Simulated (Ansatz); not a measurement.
KF:
```yaml
crystal:
  lattice:
    - [0.00000, 2.65875, 2.65875]
    - [2.65875, 0.00000, 2.65875]
    - [2.65875, 2.65875, 0.00000]
  atoms:
    - { symbol: K, position: [0.00000, 0.00000, 0.00000] }
    - { symbol: F, position: [0.50000, 0.50000, 0.50000] }
```

Relaxed with r²SCAN. Special points in fractions of this cell's reciprocal vectors: Γ (0.000, 0.000, 0.000); X (0.500, 0.000, 0.500); U (0.625, 0.250, 0.625); K (0.375, 0.375, 0.750); L (0.500, 0.500, 0.500); W (0.500, 0.250, 0.750).

Problem. List the band energies nearest the valence-band maximum at these points for plane-wave PAW r²SCAN (Ansatz code).

Solution. In eV from the valence-band maximum; about four levels below and three above (degenerate sets whole), none deeper than 8.9 eV; points with the same levels are listed once.

```tsv
k	below	above
Γ	0.00 0.00 0.00	6.91 11.50 11.50 11.50
X	-0.19 -0.05 -0.05	8.79 11.31 12.53
U	-0.33 -0.19 -0.18	9.58 11.42 12.09
L	-0.78 -0.35 -0.35	9.75 11.35 12.97 12.97
W	-0.40 -0.15 -0.15	10.39 10.39 12.21
```

Space group Fm-3m (rock salt). The r²SCAN relaxation kept the symmetry of its start; phonons on a q-mesh show no instability.

Potentials: the later of the program's two PAW sets.
